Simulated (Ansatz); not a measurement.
What internal relaxation does to the elastic constants of SiSnGe$_{2}$

These are results of Ansatz 0.2.0, DFT PBE, scalar-relativistic, plane waves, PAW, not measurements. Plane waves to 420 eV; Γ-centred k mesh 10×10×8; Fermi-Dirac smearing of 0.15 eV. No spin polarisation.

The cell, relaxed at this level:
```
Si Sn Ge
1.0
     4.16010    0.00000    0.00000
     0.00000    4.16010    0.00000
     0.00000    0.00000    5.94089
Si Sn Ge
1 1 2
Direct
  0.00000 0.00000 0.00000
  0.50000 0.50000 0.50000
  0.50000 0.00000 0.77483
  0.00000 0.50000 0.22517
```

The cell was built by swapping an element in a database structure (itself possibly hypothetical) and relaxing; it need not be the stable form of this composition. In a metal, frequencies and elastic constants depend on the k mesh and the smearing, soft modes and shear constants most.

Clamped-ion constants (GPa, Voigt order; atoms follow the strain homogeneously):
```
130.9   0.0  37.5   0.0   0.0   0.0
  0.0 130.9  37.5   0.0   0.0   0.0
 37.5  37.5  94.0   0.0   0.0   0.0
  0.0   0.0   0.0  66.3   0.0   0.0
  0.0   0.0   0.0   0.0  66.3   0.0
  0.0   0.0   0.0   0.0   0.0  27.8
```

What are the constants once the atoms relax in each strained cell?

Results:

```
108.4  22.2  37.2   0.0   0.0   0.0
 22.2 108.4  37.2   0.0   0.0   0.0
 37.2  37.2  93.5   0.0   0.0   0.0
  0.0   0.0   0.0  45.1   0.0   0.0
  0.0   0.0   0.0   0.0  45.1   0.0
  0.0   0.0   0.0   0.0   0.0  27.8
```
The Voigt shear modulus goes from 50.8 to 37.9 GPa and the Voigt bulk modulus from 56.2 to 56.0 GPa. Relaxation subtracts ΛᵀK⁻¹Λ/V, with Λ the forces that a strain puts on the atoms and K the zone-centre force constants. At a stable cell this can only lower the diagonal constants, and it acts only for strains that share their symmetry with an optical mode; elsewhere, and where the coupling is weak, the constants hardly move.